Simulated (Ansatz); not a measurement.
Structures of In3F: which is lowest?

Plane-wave DFT in Ansatz with scalar-relativistic PAW potentials, cutoff 420 eV, Γ-centred meshes chosen by cell and gap, Gaussian smearing with energies taken to zero width. Every cell was relaxed (cell and atoms) in a run of its own, within the symmetry of its start. Functional: PBE.

Relaxed structures (starts from databases or built by putting these elements on another compound's sites):
A. Pm-3m, 4 atoms in the computed cell, a = 4.545 Å; sites (symmetry × multiplicity) In 4/mm.m × 3, F m-3m × 1; start: built
B. I4/mmm, 4 atoms in the computed cell, a = 4.960 Å, c = 7.321 Å; sites (symmetry × multiplicity) In -4m2 × 4 + 4/mmm × 2, F 4/mmm × 2; start: built

Question: Rank them by energy. Could pressure change the order?

Answer:
| structure | group | E − E(lowest) (meV/atom) | V (Å³/atom) | gap on mesh (eV) |
| --- | --- | --- | --- | --- |
| B | I4/mmm | 0.0 | 22.52 | 0.00 |
| A | Pm-3m | 44 | 23.47 | 0.00 |

B is lowest, 44 meV/atom under A. The lowest is also the densest of these, so pressure wouldn't bring one of the others in at first order. Other structures may lie lower than all of these, and vibrations aren't counted.

Spin polarisation was left out, and a magnetic state may lie lower.